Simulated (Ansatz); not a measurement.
ScIr$_{2}$:
```yaml
crystal:
  lattice:
    - [0.00000, 3.67932, 3.67932]
    - [3.67932, 0.00000, 3.67932]
    - [3.67932, 3.67932, 0.00000]
  atoms:
    - { symbol: Ir, position: [0.12500, 0.12500, 0.12500] }
    - { symbol: Ir, position: [0.62500, 0.12500, 0.12500] }
    - { symbol: Ir, position: [0.12500, 0.12500, 0.62500] }
    - { symbol: Ir, position: [0.12500, 0.62500, 0.12500] }
    - { symbol: Sc, position: [0.50000, 0.50000, 0.50000] }
    - { symbol: Sc, position: [0.75000, 0.75000, 0.75000] }
```

Relaxed with r²SCAN. Special points in fractions of this cell's reciprocal vectors: Γ (0.000, 0.000, 0.000); X (0.500, 0.000, 0.500); U (0.625, 0.250, 0.625); K (0.375, 0.375, 0.750); L (0.500, 0.500, 0.500); W (0.500, 0.250, 0.750).

### Question
List the band energies nearest the Fermi level at these points for the program Ansatz at the r²SCAN with spin–orbit coupling level (PAW).

### Answer
In eV from the Fermi level; about four levels below and three above (degenerate sets whole), none deeper than 8.9 eV; points with the same levels are listed once.

| k | below | above |
|---|---|---|
| Γ | -0.22 -0.22 -0.22 -0.22 | 1.11 1.11 2.05 2.05 |
| X | -0.39 -0.39 -0.39 -0.39 | 0.57 0.57 0.57 0.57 |
| U | -1.14 -1.14 -0.28 -0.28 | 0.08 0.08 0.85 0.85 |
| L | -0.35 -0.35 -0.05 -0.05 | 0.79 0.79 0.84 0.84 |
| W | -1.51 -1.51 -1.33 -1.33 | 0.04 0.04 0.07 0.07 |

Space group Fd-3m (cubic Laves (MgCu2 type)). The workflow started from an entry of the Crystallography Open Database (COD). Whether it is the stable phase at ambient conditions was not checked. The cell was relaxed with r²SCAN under the symmetry of its start; its stability against distortions is not shown here. No spin polarisation was allowed.

Potentials: the later of the program's two PAW sets.
